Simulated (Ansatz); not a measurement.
AlRu:
```
CELL_PARAMETERS angstrom
      2.98251     0.00000     0.00000
      0.00000     2.98251     0.00000
      0.00000     0.00000     2.98251
ATOMIC_POSITIONS crystal
  Al 0.00000 0.00000 0.00000
  Ru 0.50000 0.50000 0.50000
```

Relaxed with r²SCAN. Special points in fractions of this cell's reciprocal vectors: Γ (0.000, 0.000, 0.000); X (0.000, 0.500, 0.000); M (0.500, 0.500, 0.000); R (0.500, 0.500, 0.500).

Task: List the band energies nearest the Fermi level at these points for r²SCAN with spin–orbit coupling in the plane-wave PAW code Ansatz.

Result: In eV from the Fermi level; about four levels below and three above (degenerate sets whole), none deeper than 8.9 eV; points with the same levels are listed once.

```json
[
 {"k": "Γ", "below": "-3.75 -3.75 -3.75 -3.75", "above": "0.08 0.08 0.08 0.08"},
 {"k": "X", "below": "-1.79 -1.79 -1.67 -1.67", "above": "0.42 0.42 2.53 2.53"},
 {"k": "M", "below": "-1.34 -1.34 -1.22 -1.22", "above": "1.72 1.72 5.72 5.72"},
 {"k": "R", "below": "-5.01 -5.01 -5.01 -5.01 -4.92 -4.92", "above": "1.82 1.82 1.82 1.82"}
]
```

Space group Pm-3m (CsCl type). Symmetry was held in the r²SCAN relaxation; phonons on a q-mesh show no instability. The run is not spin-polarised.

Potentials: the later of the program's two PAW sets.
